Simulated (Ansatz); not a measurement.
The following input was run with Ansatz 0.2.0.

```yaml
crystal:
  lattice:
    - [0.0, 3.3094141783, 3.3094141783]
    - [3.3094141783, 0.0, 3.3094141783]
    - [3.3094141783, 3.3094141783, 0.0]
  atoms:
    - { symbol: In, position: [0.0, 0.0, 0.0] }
    - { symbol: Bi, position: [0.25, 0.25, 0.25] }
basis:
  ecutwfc: 500
kpoints:
  mp_grid: { grid: [12, 12, 12] }
hamiltonian:
  xc: r2scan
scf:
  occupations: { method: gaussian, width: 0.1 }
output:
  forces: true
  stress: true
  eigenvalues: true
```

Launched with
```bash
ansatz run input.yaml --threads 1 --pin off --max-ram 2560MiB --backend cpu --events-out ev --progress --plain --runs-dir out
```

The calculation used DFT r2SCAN, scalar-relativistic, plane waves, PAW (Ansatz).

From the run's log, abridged:

```
Pseudopotentials: kind: paw
Pseudopotential: In, paw, valence charge 13, recommended cutoff 500 eV (meta_gga)
Pseudopotential: Bi, paw, valence charge 15, recommended cutoff 500 eV (meta_gga)
Functional definition: r2SCAN
Crystal: 2 atoms, lattice volume = 72.491 Å³
Basis set: ecut = 500 eV, 1837 PW (Γ), exchange–correlation on 144×144×144 points (64 copies of the dense FFT grid, shifted against one another)
Bands: 18, of which v1, the nominal top of the filled ones, is band 14 counted from 1 (13 counted from 0)
Symmetry: 24 space group operations
Space group: F-43m (ITA 216), of the structure as read, at distance tolerance 4.2e-5 Å
k-points: 72 of 1728 (time reversal used)
Initial density: superposition of atomic densities (neutral atoms: chi_scale 0, normalization atom), corrected by the library's trained network
Initial wavefunctions: pseudopotential atomic-orbital guess
Functional: x = r2scan, c = r2scan; τ floored in thin density (d = 2e-4 eV/Å³)
SCF iter   1: F=—  HF=-18023.001660 eV  |F-HF|=—  |Δ(HF+E_count)|=         —  Δρ=5.16e-3  dr2=1.11e-2  dr2_τ=5.99e-3  ethr=1.77e-3  ⟨swp⟩=5.9  Hψ=6402  notcnv=0
SCF iter   2: F=—  HF=-18023.012636 eV  |F-HF|=—  |Δ(HF+E_count)|=   1.10e-2  Δρ=2.54e-3  dr2=3.19e-3  dr2_τ=9.08e-5  ethr=3.96e-5  ⟨swp⟩=2.1  Hψ=2819  notcnv=0
SCF iter   3: F=—  HF=-18023.013057 eV  |F-HF|=—  |Δ(HF+E_count)|=   4.22e-4  Δρ=5.24e-4  dr2=1.76e-4  dr2_τ=3.56e-6  ethr=1.14e-5  ⟨swp⟩=2.1  Hψ=1618  notcnv=0
SCF iter   4: F=—  HF=-18023.013065 eV  |F-HF|=—  |Δ(HF+E_count)|=   8.19e-6  Δρ=1.52e-4  dr2=2.29e-5  dr2_τ=3.37e-7  ethr=6.30e-7  ⟨swp⟩=2.0  Hψ=1945  notcnv=0
SCF iter   5: F=—  HF=-18023.013076 eV  |F-HF|=—  |Δ(HF+E_count)|=   1.06e-5  Δρ=4.80e-5  dr2=8.77e-7  dr2_τ=4.45e-8  ethr=8.18e-8  ⟨swp⟩=2.0  Hψ=2306  notcnv=0
SCF iter   6: F=-18023.013077 eV  HF=-18023.013077 eV  |F-HF|=2.39e-8  |Δ(HF+E_count)|=   9.06e-7  Δρ=7.15e-6  dr2=2.68e-8  dr2_τ=1.41e-9  ethr=3.57e-10  ⟨swp⟩=7.5  Hψ=6935  notcnv=0
SCF 1 converged in 6 iterations: F = -18023.013077 eV  dr2 = 2.68e-8
SCF converged after 6 iterations
Free energy (F): -18023.013077 eV
Harris-Foulkes:  -18023.013077 eV  (|F-HF|=2.39e-8)
Internal energy: -18023.012800 eV  (E = F + TS)
E sigma→0 (E₀):  -18023.012939 eV
Entropy (-TS):   -0.000277 eV (-0.138 meV/atom)
Fermi energy:    7.667338 eV
--- Per-component energies (eV) ---
  E_band       = -212.594232
  E_kinetic    = 545.591883
  E_local      = -3123.078700  (includes V_loc(G=0)·N_el)
  E_nonlocal   = 927.009986
  E_hartree    = 1145.361161
  E_xc         = -340.942248
  E_vxc        = -262.287615  (∫ρ·V_xc dr)
  E_paw        = -14873.584509  (= ΣΔE_a)
  E_vpaw       = -608.901954  (= ΣTr[D̂ρ^β])
  E_aug_tail   = -0.000262  (compensation charges beyond the density's cutoff)
  E_vtau       = 18.351657  (kinetic-family band-sum trace: ∫τ·v_τ [+ j·A + Jᵃ·Aᵃ] dr)
  E_ewald      = -2305.211204
  E_core_change = 1.841093  (= ΣΔE_core)
  E_smearing   = -0.000277  (= −TS)
--- Forces (eV/Å), atoms counted from 1 ---
  atom   1  In     0.00000000     0.00000000     0.00000000
  atom   2  Bi     0.00000000     0.00000000     0.00000000
--- Stress (GPa, compression-positive) ---
        2.587273       0.000000       0.000000
        0.000000       2.587273       0.000000
        0.000000       0.000000       2.587273
  P = ⅓ Tr σ = 2.5873 GPa (25.873 kbar)
--- Band table (eV; the first three rows and the last of 72) ---
  k-point 0: bands = ["-15.6086", "-15.6086", "-15.6086", "-15.5677", "-15.5677", "-7.7078", "-7.7078", "-7.7078", "-7.6260", "-7.6260", "-4.6982", "6.3174", "7.6322", "7.6322", "7.6322", "10.7361", "10.7361", "10.7361"]
  k-point 1: bands = ["-15.6086", "-15.6084", "-15.6084", "-15.5675", "-15.5675", "-7.7141", "-7.7063", "-7.7063", "-7.6263", "-7.6263", "-4.6397", "5.6645", "7.5262", "7.5262", "7.9906", "10.8377", "10.8795", "10.8795"]
  k-point 2: bands = ["-15.6085", "-15.6078", "-15.6078", "-15.5671", "-15.5671", "-7.7308", "-7.7023", "-7.7023", "-7.6270", "-7.6270", "-4.4716", "4.5731", "7.2770", "7.2770", "8.1963", "11.2046", "11.2046", "11.3854"]
  k-point 71: bands = ["-15.6084", "-15.6070", "-15.6015", "-15.5668", "-15.5620", "-7.8271", "-7.6704", "-7.6693", "-7.6330", "-7.6324", "-3.1365", "1.6101", "4.6509", "4.8195", "11.3274", "11.5144", "11.8514", "12.7674"]
```

The calculation finished and met its thresholds.

Time: 21 s on 1 thread of Arm Neoverse V1 (shared host), peak memory 0.6 GiB.

Spin–orbit coupling is left out, which can shift energies with elements as heavy as these.